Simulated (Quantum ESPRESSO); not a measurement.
One change at a time to Al4MgV2W

These are calculations, not measurements. They come from Quantum ESPRESSO 7.5, a public plane-wave density functional program. Each row is one single-point run on a made-up periodic cell of eight metal atoms, with elements, volume, strain and displacements drawn at random and not relaxed, so a cell may be unstable or far from any real phase. There is no spin polarisation or spin-orbit coupling.

Settings: PBE unless stated; PseudoDojo standard norm-conserving files; Fermi-Dirac width 0.25 eV, which means electrons at about 2900 K; cutoff 1143 eV; 8 x 6 x 4 k mesh shifted half a step off Gamma. E is the free energy of the whole cell (internal energy minus TS), so a -TS column is already part of it. Stress is positive in tension, and the pressure P is minus a third of its trace.

Checks: one run of this series was repeated at a higher cutoff and on a denser mesh, which moved values by no more than 0.002 eV, 0.02 GPa and 0.005 eV/Å, and a second program with other atomic files agreed on it to 2 % rms in force and 0.5 GPa in pressure. Known limits: heavy elements are run without spin-orbit coupling, which real alloys of them have; a spin test at this wide smearing found no moment, but such smearing suppresses magnetism that the real alloy may have.

The lattice is face-centred cubic, and the cell vectors in Å are (-3.914, 0.000, 0.000); (-1.957, -3.914, -1.957); (-1.957, -3.914, 5.871), a volume of 119.91 Å³ in run 1. The elements on sites 1 to 8 are Al V Al Al V Mg W Al. Each later run makes one change to run 1 and keeps the rest. E is counted from run 1, and is n/a where other atomic files have another zero of energy.

```
run                           change  V (Å³)  P (GPa)  -TS (eV)  rms force (eV/Å)  largest change of a force component (eV/Å)  E (eV)
  1                             none  119.91     6.86    -1.260             0.802                                       0.000   0.000
  2          sites 4 and 7 exchanged  119.91     7.17    -1.234             0.801                                       0.600   0.108
  3    all lengths scaled by -1.49 %  114.63    14.11    -1.199             0.902                                       0.361       ?
  4           PBEsol in place of PBE  119.91     3.35    -1.267             0.799                                       0.112     n/a
  5                     Ti on site 4  119.91     9.74    -1.488             0.702                                       0.418     n/a
  6  site 8 moved by +0.09 Å along y  119.91     6.87    -1.256             0.768                                       0.671  -0.050
```

## Worked estimate

Along a uniform scaling dE = -P dV. The mean of the two pressures is 10.485 GPa and the volume changes by -5.28 Å³, with 160.2 GPa to one eV/Å³. The same two rows give -V dP/dV = 161 GPa for this cell with clamped atoms, which is not the bulk modulus of a real alloy.

## Withheld value

Question: what E should run 3 give?

The estimate is 0.346 eV. The calculation gave 0.342 eV. The mean of two end points misses the curvature of P, and the finite cutoff adds a little.
